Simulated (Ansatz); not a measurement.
Zone-centre phonons of HgPd: input and output

The calculation used DFT LDA, scalar-relativistic, plane waves, PAW (Ansatz).

Launched with:
```bash
ansatz run input.yaml --threads 1 --pin off --max-ram 3072MiB --backend cpu --events-out ev --progress --plain --runs-dir out
```

Input (bare energies are in eV):
```yaml
crystal:
  lattice:
    - [2.9915768299, 0.0, 0.0]
    - [0.0, 2.9915768299, 0.0]
    - [0.0, 0.0, 3.6754770041]
  atoms:
    - { symbol: Hg, position: [0.0, 0.0, 0.0] }
    - { symbol: Pd, position: [0.5, 0.5, 0.5] }
basis:
  ecutwfc: 420
kpoints:
  mp_grid: { grid: [14, 14, 12] }
hamiltonian:
  xc: lda
scf:
  occupations: { method: fermi_dirac, width: 0.15 }
output:
  eigenvalues: true
phonons:
  method: dfpt
  eigenvectors: true
```

The end of the output:
```
--- Phonons (Γ-DFPT): 4 representative perturbations + reference, on 448 of 2352 k-points (Σ response iterations 14) ---
  k mesh reduced under 8 symmetry operations, with k and −k counted as one. Each operation leaves every solved displacement unchanged or reverses it
  ASR residual: 4.616e-4 → 0.000e0 eV/Å²; symmetrization residual: 1.682e-5 eV/Å²
  ASR residual per site (eV/Å²): 1.46e-4 4.62e-4
  Γ frequencies (cm⁻¹): 0.00 0.00 0.00 132.22 132.22 175.06
  non-analytic LO–TO correction: not included (Born effective charges unavailable; polar crystals: no LO–TO splitting at Γ)
```

It took 110 s on 1 thread of Arm Neoverse V2 (shared host), peak memory 1.1 GiB.

In a metal, frequencies and elastic constants depend on the k mesh and the smearing, soft modes and shear constants most. Spin–orbit coupling is left out, which can shift energies with elements as heavy as these.